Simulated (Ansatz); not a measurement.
Computed with Ansatz, DFT, PBEsol, plane waves (420 eV) with PAW, scalar-relativistic. (PAW data from PBE, frozen cores regenerated.)

An element in the dhcp structure gives this curve. The cell is scaled uniformly from the relaxed one, with fractional coordinates and shape fixed. Energies are extrapolated to zero smearing, pressures are those at the given smearing. Magnetic state: spin not included.

```
V (Å³/atom)  E − E₀ (meV/atom)  P (GPa)
     15.993              198.2    32.34
     16.720               81.9    19.50
     17.447               18.9     8.86
     18.174                0.0     0.02
     18.901               17.7    -7.31
     19.628               66.0   -13.39
     20.355              139.4   -18.42
```

Question: Which element is it?
A. aluminium
B. tantalum
C. gold
D. cadmium

Answer: B. Its fit is V₀ = 18.16 Å³/atom, B₀ = 202 GPa, B₀′ = 3.6.
